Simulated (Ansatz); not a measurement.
Relaxed TiSi₂ (C49 type, space group Cmcm):

```yaml
crystal:
  lattice:
    - [1.77297, -6.78252, 0.00000]
    - [1.77297, 6.78252, 0.00000]
    - [0.00000, 0.00000, 3.57969]
  atoms:
    - { symbol: Si, position: [0.94084, 0.05916, 0.75000] }
    - { symbol: Si, position: [0.05916, 0.94084, 0.25000] }
    - { symbol: Si, position: [0.25028, 0.74972, 0.75000] }
    - { symbol: Si, position: [0.74972, 0.25028, 0.25000] }
    - { symbol: Ti, position: [0.60320, 0.39680, 0.75000] }
    - { symbol: Ti, position: [0.39680, 0.60320, 0.25000] }
```

Method: PBE (plane waves to 420 eV, PAW, scalar-relativistic; Ansatz, a first-principles code). k mesh 11×11×11 (Γ-centred), Fermi-Dirac smearing 0.05 eV. With partly filled bands, energies and forces of such displacements shift with the k mesh and the smearing. The PAW data are Ansatz's earlier set. This is one of several known forms of TiSi2; the measured ambient cells at hand have space group No. 70. TiSi2 is run without spin polarisation. TiSi2 was relaxed with its symmetry unable to fall.

One atom of the cell was then moved (with its periodic images), all else fixed, and the forces (eV/Å) came out as:

| atom | Fx | Fy | Fz |
|---|---|---|---|
| Si1 | -4.848 | -1.837 | -5.342 |
| Si2 | 0.038 | 0.667 | 0.452 |
| Si3 | 0.118 | 0.360 | -0.046 |
| Si4 | -0.057 | 0.290 | 0.095 |
| Ti5 | 0.156 | 0.028 | 0.116 |
| Ti6 | 4.594 | 0.492 | 4.725 |

Task: Which atom was moved, and by which vector (Å)?

Result: Si1, by (0.33, 0.33, 0.33), 0.58 Å in all.

(A displaced cell: forces are minus the slopes of the energy, force constants its curvatures, and phonons follow from these.)
